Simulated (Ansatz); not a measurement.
MgPd, in the lowest of the structures calculated here: Pm-3m (No. 221), cP2, CsCl type; a = b = c = 3.1438 Å, α = β = γ = 90.00°; Mg 1a (0.000, 0.000, 0.000); Pd 1b (0.500, 0.500, 0.500). The numbers are results of PBEsol (plane waves to 420 eV, PAW, scalar-relativistic; Ansatz, an electronic-structure program), not measurements. Element references, the lowest calculated here: Pd (Fm-3m), Mg (P6₃/mmc).

Question: Predict the formation energy of this Pm-3m form of MgPd from the elements from PBEsol.

Answer: -0.70 eV/atom.

Static energies, no anion corrections, no zero-point energy. Values are rounded to 0.01 eV/atom. The compounds carry no spin polarisation.
